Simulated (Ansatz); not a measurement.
CdS built on the wurtzite prototype, relaxed with r2SCAN: 12 runs in Ansatz 0.2.0, each a construction of maximally localised Wannier functions. It is hexagonal, P6_3mc (No. 186); a = 4.165 Å, c = 6.766 Å in the conventional setting, 25.41 Å³ an atom. Around Cd lie 4 S at 2.54–2.55 Å; around S lie 4 Cd at 2.54–2.55 Å. Spin-unpolarised throughout; all numbers are computed.

```
CELL_PARAMETERS angstrom
4.16460 0.00000 0.00000
-2.08230 3.60665 0.00000
0.00000 0.00000 6.76601
ATOMIC_POSITIONS crystal
Cd 0.33333 0.66667 0.99904
Cd 0.66667 0.33333 0.49904
S 0.33333 0.66667 0.37596
S 0.66667 0.33333 0.87596
```

Windows count from the top of the filled bands; a dash means that no such window was set (without an outer window there is no disentanglement). Rows marked drawn have settings drawn at random (some not listed).

| functional | SCF mesh | trial orbitals | functions | mesh | window (eV) | frozen (eV) | settings | Ω total (Å²) | Ω invariant (Å²) | largest spread (Å²) | least projectability | interpolation miss of the model's filled bands (eV, to the nearest computed level) |
| --- | --- | --- | --- | --- | --- | --- | --- | --- | --- | --- | --- | --- |
| PBE | 6×6×4 | S s, S p | 8 | 6×6×4 | – | – | chosen | 16.56 | 15.92 | 2.10 | 0.78 | 0.070 |
| PBE | 6×6×4 | S s, S p | 8 | 6×6×2 | – | – | chosen | 15.92 | 15.17 | 2.00 | 0.78 | 0.215 |
| PBE | 6×6×4 | S p | 6 | 6×6×4 | – | – | drawn | 16.39 | 16.02 | 2.76 | 0.77 | 0.067 |
| PBE | 6×6×4 | Cd d, S p | 16 | 6×6×4 | – | – | chosen | 19.80 | 19.02 | 2.21 | 0.81 | 0.070 |
| PBE | 6×6×4 | Cd d | 10 | 6×6×4 | – | – | chosen | 9.71 | 9.59 | 1.18 | 0.83 | 0.003 |
| r2SCAN | 6×6×4 | S s, S p | 8 | 6×6×4 | – | – | chosen | 16.11 | 15.44 | 2.04 | 0.80 | 0.049 |
| r2SCAN | 6×6×4 | Cd d, S p | 16 | 6×6×4 | – | – | chosen | 19.31 | 18.60 | 2.14 | 0.83 | 0.049 |
| r2SCAN | 6×6×4 | S p | 6 | 6×6×4 | – | – | chosen | 15.89 | 15.58 | 2.68 | 0.80 | 0.047 |
| HSE06 | 6×6×4 | S s, S p | 8 | 6×6×4 | – | – | chosen | 15.53 | 14.86 | 1.97 | 0.80 | – |
| HSE06 | 6×6×4 | Cd d | 10 | 6×6×4 | – | – | chosen | 9.23 | 9.13 | 1.12 | 0.82 | – |
| PBE | 6×6×4 | Cd d (loose tolerance) | 10 | 6×6×4 | – | – | drawn | 9.71 | 9.59 | 1.18 | 0.83 | 0.003 |
| PBE | 6×6×4 | S p, Cd d | 16 | 6×6×4 | – | – | drawn | 19.80 | 19.02 | 2.21 | 0.81 | 0.067 |

For S s, S p with PBE the spread goes 15.92 Å² (6×6×2), 16.56 Å² (6×6×4): finite differences on a coarse mesh understate it.

The runs are scalar-relativistic, without spin-orbit coupling.
